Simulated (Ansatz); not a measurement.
Take a crystal in which Ba has been replaced by Mg on all its sites, with the cell rescaled by a rough guess (in some cases also distorted within its space group) and nothing relaxed:

```xyz
1
Lattice="3.1199 0.0000 0.0000 0.0000 3.1199 0.0000 0.0000 0.0000 3.1199" Properties=species:S:1:pos:R:3 pbc="T T T"
Mg    0.0000    0.0000    0.0000
```

Level of theory: DFT PBEsol, scalar-relativistic, plane waves, PAW (Ansatz 0.2.0).

Plane waves to 420 eV, a k mesh through Γ of 14×14×14 on the computed 1-atom cell and Gaussian smearing (0.10 eV); no spin polarisation.

Problem. What pressure does the cell carry?

Solution. The pressure is -2.3 GPa (positive in compression), so the cell would contract.

Problem. Is it a metal on this mesh?

Solution. Yes, a band crosses the Fermi level.

This simple cubic form isn't the element's structure at ambient conditions.